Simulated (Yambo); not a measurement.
Na3MoO3F3 (space group R3, No. 146), G0W0@PBEsol in Yambo with this input:

```
rim_cut
gw0
dyson
el_el_corr
HF_and_locXC
ppa
em1d
RandQpts= 1000000
RandGvec= 1 Ry
EXXRLvcs= 88 Ry
VXCRLvcs= 352 Ry
Chimod= "HARTREE"
% BndsRnXp
 5 | 203 |
%
NGsBlkXp= 7 Ry
% LongDrXp
 1.0 | 1.0 | 1.0 |
%
PPAPntXp= 27.2114 eV
% GbndRnge
 1 | 203 |
%
GTermKind= "BG"
DysSolver= "n"
ExtendOut
```

On a 2×2×2 mesh, with wavefunctions cut at 88 Ry, the gap (L → Z) is 7.226 eV and the valence edge shifts by -1.216 eV.

Question: What happens with this change: 105 bands in W?

Answer: The gap rises by 0.084 eV, to 7.310 eV; the shift of the valence edge becomes -1.125 eV. Neither run is shown to be the converged limit.

Spin-orbit coupling is not included.

Geometry of the Materials Project entry, not relaxed at this level; primitive cell a = b = c = 5.8061 Å, α = β = γ = 57.29°.

A shift is the quasiparticle energy of the state minus its PBEsol energy.
